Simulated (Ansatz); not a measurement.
ScPd: a sublattice moved along a line

Level of theory: DFT r2SCAN, scalar-relativistic, plane waves, PAW (Ansatz 0.2.0). Cutoff 500 eV, Γ-centred 14×14×14 k-points, Gaussian smearing of 0.15 eV. No spin polarisation. Energies are free energies at this smearing, counted from the undisturbed cell; pressure is positive in compression.

The starting cell (as given, not relaxed at this level; it stands at 1.2 GPa, and it needn't be the usual structure):

```
Sc Pd
1.0
     3.28300    0.00000    0.00000
     0.00000    3.28300    0.00000
     0.00000    0.00000    3.28300
Sc Pd
1 1
Direct
  0.50000 0.50000 0.50000
  0.00000 0.00000 0.00000
```

Every Pd atom is moved by x along the Cartesian unit vector (0.000, 1.000, 0.000); the cell and all other atoms stay fixed. The cell is metallic on the mesh throughout.

Over the sampled range (-0.2000 to 0.1750), is the undisturbed cell the lowest point?

Yes, every other sampled point lies higher.

The scan:

```
  x (Å)  ΔE (meV/cell)
-0.2000           65.4
-0.1000           16.1
 0.0000            0.0
 0.0250            1.0
 0.0500            4.0
 0.0750            9.0
 0.1250           25.2
 0.1500           36.4
 0.1750           49.8
```